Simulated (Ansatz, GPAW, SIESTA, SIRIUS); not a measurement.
# One calculation of CdF2, 5 ways

```xyz
3
Lattice="0.0000 2.6940 2.6940 2.6940 0.0000 2.6940 2.6940 2.6940 0.0000" Properties=species:S:1:pos:R:3 pbc="T T T"
Cd    0.0000    0.0000    0.0000
F     4.0410    4.0410    4.0410
F     1.3470    1.3470    1.3470
```

Alike in all runs: task band structure; functional PBEsol; k mesh 9 × 9 × 9; occupations fermi-dirac, width 0.05 eV; no spin polarisation; no spin-orbit coupling. Pressure is positive in compression and, in plane waves, holds the error of the finite cutoff, which Ansatz's Pulay term estimates and takes out. Gaps are the smaller of the mesh's and the band path's.

```
                                                                                      program and potentials  plane-wave cutoff (eV)                                                                                                                               notes  band gap (eV)  pressure (GPa)
                                                                                          Ansatz, Ansatz PAW                     420  potentials made for PBE, which Ansatz adapts in part; 11.33 valence electrons an atom on average; Pulay term of +0.70 GPa included           2.94           -0.25
                                                           GPAW, PAW data sets generated for this functional                     800                                                                                           8.67 valence electrons an atom on average           2.90           -2.11
                                                               SIRIUS, all-electron FP-LAPW, apw+lo standard                       -                                                                                                                                   -           2.93               -
                                                              Ansatz, all-electron LAPW, scalar-relativistic                       -                                                                                                                                   -           2.93           -0.24
SIESTA, files PseudoDojo sr-pbesol-0.4.1-standard, DZP (energy shift 0.003 Ry; two zetas on semicore shells)                       -                                                                            atomic basis; 11.33 valence electrons an atom on average           2.96            0.05
```

The band gap spans 2.90 (GPAW, PAW data sets generated for this functional) to 2.96 eV (SIESTA, files PseudoDojo sr-pbesol-0.4.1-standard, DZP (energy shift 0.003 Ry; two zetas on semicore shells)), with all-electron results at 2.93. The pressure spans -2.11 (GPAW, PAW data sets generated for this functional) to 0.05 GPa (SIESTA, files PseudoDojo sr-pbesol-0.4.1-standard, DZP (energy shift 0.003 Ry; two zetas on semicore shells)), with all-electron results at -0.24. The paths' points differ, which is worth about 0.01 eV. Rows in atomic bases carry the error of their basis and grid, which can be large.

Differences between rows come from potentials, basis sets and numerical settings, since the functional is the same but for its coding. Runs on potential files found faulty are left out.
